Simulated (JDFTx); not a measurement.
```json
{
  "surface": "Cu(100)",
  "bulk": "Cu, Fm-3m, lattice of mp-30 (not re-optimised)",
  "slab": "5 atoms in 5 planes, (1×1), 7.2 Å between the outermost planes",
  "in-plane cell": "2.530 × 2.530 Å, 6.40 Å²",
  "cell_height": "26.2 Å",
  "sampling": "8×8×1 k mesh, Fermi smearing 0.01 Ha, no spin polarisation"
}
```

Adsorbate: C on both faces at 1.00 monolayer, started bridge and relaxed in vacuum, keeping the symmetry of the start.

Level of theory: PBE, GBRV ultrasoft potentials, plane waves to 20/100 Ha; code: a modified build of JDFTx. The adsorption energy per C is [E(slab + 2 C) − E(slab)]/2 − (E(CH4) − 2 E(H2)), with the gas molecules relaxed at the same level and slab energies taken as (E + F)/2, the usual estimate of zero smearing. In reaction energies these potentials put H₂ about 0.03 eV too high against large-basis PBE. These are electronic energies without vibrational corrections. Both faces are alike, and the cell allows no reconstruction beyond its size.

Predict the adsorption energy and the geometry, and the change of the work function.

4.93 eV. C sits 0.77 Å above the highest substrate atom, bound to 4 Cu at 1.95 Å. The work function goes from 4.60 to 6.16 eV. In CANDLE, water, 1 M NaF, at zero charge, the adsorption energy is 4.93 eV and the potential of zero charge moves from -0.15 to 1.55 V vs SHE (4.44 V convention).
